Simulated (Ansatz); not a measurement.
These are results of DFT PBE, scalar-relativistic, plane waves, PAW (Ansatz), not measurements. The screen uses 420 eV, coarse Γ-centred meshes (up to 0.6 Å⁻¹ on the start cell), Gaussian smearing of 0.15 eV, tolerances of 0.08 eV/Å and 0.8 GPa and 16 steps at most, with the symmetry of each start kept. Magnetic atoms start with parallel moments. Energies are free energies per atom, good to about 0.1 eV/atom between metallic cells, end volumes are rough, and groups of ends are read at 0.1 Å.

Two trial cells of Mn₂RuSe₄, not yet relaxed:

A.

```cif
data_structure
_symmetry_space_group_name_H-M 'P4/mmm'
_symmetry_Int_Tables_number 123
_cell_length_a 6.2078
_cell_length_b 6.2078
_cell_length_c 4.0326
_cell_angle_alpha 90.000
_cell_angle_beta 90.000
_cell_angle_gamma 90.000
_cell_volume 155.40
loop_
_atom_site_label
_atom_site_type_symbol
_atom_site_symmetry_multiplicity
_atom_site_Wyckoff_symbol
_atom_site_fract_x
_atom_site_fract_y
_atom_site_fract_z
_atom_site_occupancy
Mn1 Mn 2 e 0.00000 0.50000 0.50000 1
Ru1 Ru 1 a 0.00000 0.00000 0.00000 1
Se1 Se 4 j 0.26213 0.26213 0.00000 1
```

B.

```cif
data_structure
_symmetry_space_group_name_H-M 'P6/mmm'
_symmetry_Int_Tables_number 191
_cell_length_a 6.3728
_cell_length_b 6.3728
_cell_length_c 4.8549
_cell_angle_alpha 90.000
_cell_angle_beta 90.000
_cell_angle_gamma 120.000
_cell_volume 170.76
loop_
_atom_site_label
_atom_site_type_symbol
_atom_site_symmetry_multiplicity
_atom_site_Wyckoff_symbol
_atom_site_fract_x
_atom_site_fract_y
_atom_site_fract_z
_atom_site_occupancy
Mn1 Mn 2 d 0.33333 0.66667 0.50000 1
Ru1 Ru 1 a 0.00000 0.00000 0.00000 1
Se1 Se 3 g 0.50000 0.00000 0.50000 1
Se2 Se 1 b 0.00000 0.00000 0.50000 1
```

Question: Does the order of the two change on relaxation?

Answer: As given, A is lower by 1.99 eV/atom. Relaxed, A is lower by 0.71 eV/atom, so the order holds. A goes from P4/mmm at 22.2 Å³/atom to P4/mmm at 19.9 Å³/atom and gains 0.46 eV/atom. B goes from P6/mmm at 24.4 Å³/atom to P6/mmm at 36.3 Å³/atom and gains 1.73 eV/atom. The closest pair in A goes from Ru–Se at 2.30 Å to Ru–Se at 2.51 Å. The closest pair in B goes from Mn–Se at 1.84 Å to Ru–Se at 2.27 Å. At the end: counting Se atoms around Mn and Ru (those within 1.25 times the shortest such distance or 1.15 times the sum of covalent radii), A has Mn 8, Ru 4 and B has Mn 3, Ru 2.

No dispersion correction is applied, so the spacing and binding between layers, chains or molecules are poorly described (P6/mmm), and this can change margins and order among such cells. No Hubbard U is applied to the 3d shell of Mn. Other magnetic orders may lie lower.
